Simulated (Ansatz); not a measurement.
**Relaxing an invented TaSi structure**

These are results of Ansatz, DFT PBE, scalar-relativistic, plane waves, PAW, not measurements. Cutoff 420 eV, Gaussian smearing, Γ-centred meshes. Cell and atoms relax first on a coarse mesh and then on a finer one. In between, the cell is made exact in the group found at 0.06 Å. In metals the finer mesh still leaves noise of several meV/atom or more. The steps can't lower the symmetry of their start. No spin polarisation.

The cell of TaSi is invented: close-packed layers stacked ABAB (P-3m1, No. 164) (elements of the layers in order: Ta Ta Si Si). Its size is a rough estimate.

```
Ta Si
1.0
     3.22972    0.00000    0.00000
    -1.61486    2.79702    0.00000
     0.00000    0.00000    8.50104
Ta Si
2 2
Cartesian
  0.0000 1.8647 7.2193
  1.6149 0.9323 1.2818
  0.0000 1.8647 3.3623
  1.6149 0.9323 5.1387
```

Energies over the elements count from the elements' standard structures at the same level, with no fitted energy shifts.

**Question.** What does it relax into?

**Answer.** The symmetry stays P-3m1 (No. 164). The volume per atom shrinks by 10.9 %, from 19.2 to 17.1 Å³. The shortest distance goes from 2.58 Å (Si–Si) to 2.34 Å (Si–Si). The ratio c/a of the conventional cell changes by a factor of 0.74. The energy falls by about 0.36 eV/atom (the start's value is from the coarse mesh). Conventional cell: a = 3.435 Å, c = 6.696 Å. Around Ta lie 3 Si at 2.61 Å, 3 Ta at 2.86 Å and 1 Si at 2.94 Å; Si is surrounded by 3 Si at 2.34 Å, 3 Ta at 2.61 Å and 1 Ta at 2.94 Å.

```
Ta Si
1.0
     3.43459    0.00000    0.00000
    -1.71729    2.97444    0.00000
     0.00000    0.00000    6.69632
Ta Si
2 2
Direct
  0.33333 0.66667 0.84634
  0.66667 0.33333 0.15366
  0.33333 0.66667 0.40766
  0.66667 0.33333 0.59234
```

**Question.** How does it come out in energy, and is it a metal?

**Answer.** The energy over the elements is +0.09 eV/atom and the gap on the 18×18×8 mesh of the 4-atom cell is 0 eV (a metal).

It can't be a ground state, since the elements alone are lower.

The last run used Gaussian smearing of 0.10 eV. These runs have no spin–orbit coupling, which can matter for Ta. A later test with randomly moved atoms led to a structure 424 meV/atom lower, so this end is a saddle point or a shallow minimum. In all, the 4 runs took 2.7 min on 1 thread of Intel(R) Xeon(R) Processor @ 2.70GHz (shared host).
